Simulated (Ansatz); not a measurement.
PbSe (rock salt), relaxed with LDA (Ansatz, an electronic-structure program, plane waves, PAW): a = b = c = 6.041 Å, α = β = γ = 90.00°.

```
Quantity                              Value
------------------------------------  -----
gap (eV)                               none
ΔH_f (eV/atom)                        -0.52
B₀ by P(V) fit (GPa)                   58.0
K_Hill (GPa)                           58.3
G_Hill (GPa)                           31.9
highest Γ mode, no LO–TO term (cm⁻¹)     56
Θ_D (K)                                 211
```

Q: The same phase is relaxed and computed with r²SCAN in the same code. What are the cell and these values now?

A: a = 6.178 Å, b = 6.178 Å, c = 6.178 Å, α = 90.00°, β = 90.00°, γ = 90.00°.

* **gap (eV)**: 0.66
* **ΔH_f (eV/atom)**: -0.67
* **B₀ by P(V) fit (GPa)**: 51.4
* **K_Hill (GPa)**: 51.5
* **G_Hill (GPa)**: 29.5
* **highest Γ mode, no LO–TO term (cm⁻¹)**: 26
* **Θ_D (K)**: 205

All cells were relaxed under the symmetry of their starts (and spin orders); stability against distortions was not tested throughout. Spin–orbit coupling is left out wherever it is not named.

Potentials: the later of the program's two PAW sets.

Ansatz is a plane-wave DFT program.

Formation energies count from the lowest solids of the elements computed at the same level, not from gases.
